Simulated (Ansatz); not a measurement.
A crystal relaxed with r2SCAN in Ansatz has space group P-4m2 (No. 115) and a = 4.220 Å, c = 11.907 Å.

```json
{"atom": "P", "site": "1a", "x": "0.0000", "y": "0.0000", "z": "0.0000"}
{"atom": "Ga", "site": "2g", "x": "0.0000", "y": "0.5000", "z": "0.8936"}
{"atom": "Xx", "site": "2f", "x": "0.5000", "y": "0.5000", "z": "0.7623"}
{"atom": "Ga", "site": "2g", "x": "0.5000", "y": "0.0000", "z": "0.6314"}
{"atom": "Xx", "site": "1d", "x": "0.0000", "y": "0.0000", "z": "0.5000"}
```

The r2SCAN gap is direct at Γ: 0.44 eV. The lowest empty level at X lies only 16 meV higher, so the place of the conduction bottom isn't settled. The HSE06 gap is direct at Γ: 0.80 eV. The lowest empty level at X lies only 17 meV higher, so the place of the conduction bottom isn't settled. The PBE gap is direct at Γ: 0.06 eV. (This is within a few times the smearing of 0.02 eV, so the filling near the edges can be smeared.) Meshes: r2SCAN 6×6×2, HSE06 4×4×2, PBE 6×6×2.

Question: Which element is Xx?
A. Sb
B. As
C. Nb
D. V

Answer: A. Xx is Sb: an ordered 8-atom cell of Ga4Sb3P on the zincblende lattice (P-4m2). P is surrounded by 4 Ga at 2.46 Å; Ga is surrounded by 2 P at 2.46 Å and 2 Sb at 2.63 Å; Sb is surrounded by 4 Ga at 2.62–2.63 Å; Ga is surrounded by 4 Sb at 2.62–2.63 Å; Sb is surrounded by 4 Ga at 2.63 Å.

All values are calculated for a non-magnetic cell, which may be hypothetical.

Spin-orbit coupling is left out, which matters wherever the heavy atoms make up the band edges.

Gaps or overlaps of about a tenth of an eV are at the limit of these meshes: between the points read a gap can be smaller or closed.

The meshes of the hybrids are coarse, so their gaps aren't converged to the digits shown.
